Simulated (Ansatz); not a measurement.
O in its lowest state found on the top face of a (110) slab of TiAl (P4/mmm (No. 123)), 4 planes, outer planes TiAl (top) and TiAl (bottom); 1 a cell of 15.96 Å², its atoms last:

```
CELL_PARAMETERS angstrom
3.95295 0.00000 0.00000
0.00000 4.03874 0.00000
0.00000 0.00000 24.92943
ATOMIC_POSITIONS crystal
Ti 0.50000 0.00000 0.34096
Al 0.00000 0.50000 0.34096
Ti 0.00000 0.00000 0.42025
Al 0.50000 0.50000 0.42025
Ti 0.50033 0.99963 0.50399
Al 0.99888 0.49966 0.49793
Ti 0.00497 0.99937 0.58258
Al 0.49099 0.49941 0.57662
O 0.02566 0.49930 0.60851
```

Method: DFT PBEsol, scalar-relativistic, plane waves, PAW in Ansatz. Cutoff 420 eV; k points 7×7×1 on the computed 9-atom cell (Γ-centred); Gaussian smearing, width 0.10 eV; no spin polarisation. A dipole correction removes the field between periodic images along c.

The clean top face has a work function of 4.12 eV. Adsorption changes the slab's dipole along +c by Δp = +0.0556 e·Å a cell (+0.27 D an adsorbate).

**Question.** What change of work function does the Helmholtz equation give?

**Answer.** A sheet of dipoles makes a step in an electron's potential energy of −e·Δp/(ε0·A), and e/ε0 = 180.95 eV·Å for Δp in e·Å: −180.95 × (0.0556)/15.96 = -0.63 eV. This is the change of φ(top) − φ(bottom). If the bottom face is unmoved, φ(top) becomes 3.49 eV.

**Question.** How does that compare with the calculation?

**Answer.** φ(top) changes by -0.58 eV and φ(bottom) by +0.05 eV, so their difference changes by -0.63 eV. The bottom face hardly moves.

**Question.** What does the sign say about the electrons?

**Answer.** The change of dipole points out of the surface, so the work function falls. Electrons move towards the slab, or their spill-out is pushed back. Δp also holds the adsorbate's own dipole and the moves of the surface atoms, so it isn't a charge transfer alone.

Spin polarisation was left out, and a magnetic state may lie lower.